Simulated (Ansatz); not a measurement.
A geometry of W away from equilibrium: the start of the relaxation of a relaxed W cell, doubled along one cell vector, shaken by Gaussian noise of σ = 0.08 Å a coordinate. These are r2SCAN (plane waves to 500 eV, PAW, scalar-relativistic; Ansatz, a program for electronic structure) values and carry that method's errors. Γ-centred k-mesh 7×14×14 on the run's cell (coarser than for final values), Fermi–Dirac smearing 0.05 eV.

```xyz
2
Lattice="-3.1698 3.1698 3.1698 1.5849 -1.5849 1.5849 1.5849 1.5849 -1.5849" Properties=species:S:1:pos:R:3 pbc="T T T"
W      0.0425     0.0860    -0.0141
W     -1.6490     1.5757     1.6258
```

Q: Give the Cartesian forces on all atoms (eV/Å).

A: 
```csv
atom,Fx,Fy,Fz
W1,-0.58,-0.93,0.23
W2,0.58,0.93,-0.23
```

Q: What is the pressure?

A: +1.1 GPa, compression positive.

No spin polarisation in the result.

The run could not lose the symmetry of its start.
